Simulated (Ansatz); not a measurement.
TaN:
```
TaN
1.0
    0.00000     2.20857     2.20857
    2.20857     0.00000     2.20857
    2.20857     2.20857     0.00000
N Ta
1 1
Direct
  0.00000   0.00000   0.00000
  0.50000   0.50000   0.50000
```

Relaxed with PBE.

Decompose the optical modes at the zone centre into irreducible representations, and say which are infrared and Raman allowed.

Point group m-3m: Γ_opt = T1u. Infrared: T1u. Raman: none.

Assign frequencies (DFPT, plane-wave PAW PBE (Ansatz code)).

T1u 382 cm⁻¹.

Space group Fm-3m (rock salt). Symmetry was held in the PBE relaxation. At this level the phase is dynamically unstable (imaginary phonons). The run is not spin-polarised. As this level gives no gap, phonon frequencies hold no LO–TO term and depend on the k-mesh and smearing (Fermi–Dirac, 0.1 eV here). Spin–orbit coupling is left out wherever it is not named.

Potentials: the later of the program's two PAW sets.
